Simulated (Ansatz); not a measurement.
ZrTa:
```xyz
2
Lattice="2.9276 0.0000 0.0000 0.0000 2.9276 0.0000 0.0000 0.0000 4.7818" Properties=species:S:1:pos:R:3 pbc="T T T"
Ta     0.0000     0.0000     0.0000
Zr     1.4638     1.4638     2.3909
```

Relaxed with r²SCAN. Special points in fractions of this cell's reciprocal vectors: Γ (0.000, 0.000, 0.000); X (0.000, 0.500, 0.000); M (0.500, 0.500, 0.000); Z (0.000, 0.000, 0.500); R (0.000, 0.500, 0.500); A (0.500, 0.500, 0.500).

Problem. List the band energies nearest the Fermi level at these points for r²SCAN in the plane-wave PAW code Ansatz.

Solution. In eV from the Fermi level; about four levels below and three above (degenerate sets whole), none deeper than 8.9 eV; points with the same levels are listed once.

| k | below | above |
|---|---|---|
| Γ | -7.17 -3.71 -2.67 -0.14 | 1.62 1.70 1.70 |
| X | -1.38 -1.36 -0.53 -0.14 | 2.42 2.89 3.74 |
| M | -3.87 -3.63 -2.77 -2.77 | 4.07 4.07 5.22 |
| Z | -4.07 -1.92 -1.25 -0.03 | 0.55 3.14 3.14 |
| R | -4.30 -3.38 -0.41 | 0.27 0.74 1.35 |
| A | -0.67 -0.67 -0.57 -0.57 | 1.54 2.94 7.15 |

Space group P4/mmm (L1₀ or tetragonal B2). The start of the workflow was typed in or built on a structure type; neither database checked (COD, Materials Project) lists it. Its standing as an ambient phase is unchecked. Symmetry was held in the r²SCAN relaxation; its stability against distortions is not shown here. The run is not spin-polarised. Its formation energy is positive at this level, so the cell may be metastable or incomplete. Scalar-relativistic: spin–orbit coupling is off unless named, which matters more the heavier the elements.

Potentials: the later of the program's two PAW sets.
